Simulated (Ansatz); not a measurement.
# How much do the gradients of Y₃Te₃N depend on the method?

Cell: a Materials Project structure (computed, not necessarily an observed phase), atoms as given.

```cif
data_Y3Te3N
_symmetry_space_group_name_H-M 'P2_1/c'
_symmetry_Int_Tables_number 14
_cell_length_a 8.1279
_cell_length_b 11.9811
_cell_length_c 8.6592
_cell_angle_alpha 90.000
_cell_angle_beta 108.650
_cell_angle_gamma 90.000
loop_
_atom_site_label
_atom_site_type_symbol
_atom_site_symmetry_multiplicity
_atom_site_Wyckoff_symbol
_atom_site_fract_x
_atom_site_fract_y
_atom_site_fract_z
Y1 Y 4 e 0.6021 0.0239 0.8623
Y5 Y 4 e 0.8382 0.4122 0.7946
Y9 Y 4 e 0.7660 0.7093 0.6527
Te13 Te 4 e 0.7778 0.9790 0.5874
Te17 Te 4 e 0.5081 0.2666 0.6883
Te21 Te 4 e 0.9539 0.3064 0.5181
N N 4 e 0.6731 0.5348 0.6231
```

One atom of each set is listed.

First run. All values are calculated (Ansatz; DFT, PBE, plane waves and PAW, scalar-relativistic, 420 eV cutoff, Γ-centred 4×3×4 k-points, Fermi–Dirac smearing 0.02 eV), not measured.

```csv
site,V_zz (10²¹ V/m²),η
Y1,10.18,0.93
Y5,-9.64,0.14
Y9,-11.26,0.47
Te13,-3.88,0.61
Te17,4.94,0.65
Te21,-10.55,0.27
N,0.77,0.35
```

Second run. The same atoms and settings, except that the functional is r2SCAN and the cutoff is 500 eV.

**Question.** Given the first result, estimate the second.

**Answer.** 

```tsv
site	V_zz	η	change of V_zz
Y1	10.40	0.93	+0.22
Y5	-9.68	0.13	-0.04
Y9	-11.31	0.49	-0.05
Te13	-3.93	0.80	-0.05
Te17	4.64	0.77	-0.30
Te21	-10.43	0.24	+0.12
N	0.81	0.28	+0.04
```

The largest change of V_zz is on Te17, from 4.94 to 4.64. The whole tensor moves most on Te21, by 0.92 along its most changed direction. In per cent, |V_zz| changes by 0 to +2 on Y, -6 to +1 on Te, +6 on N (all sites that start above 0.5). Where |V_zz| stays above 0.1, η moves most on Te13, from 0.61 to 0.80.

Without spin–orbit coupling the gradients at and beside Te can be off by some per cent, at some sites by more.
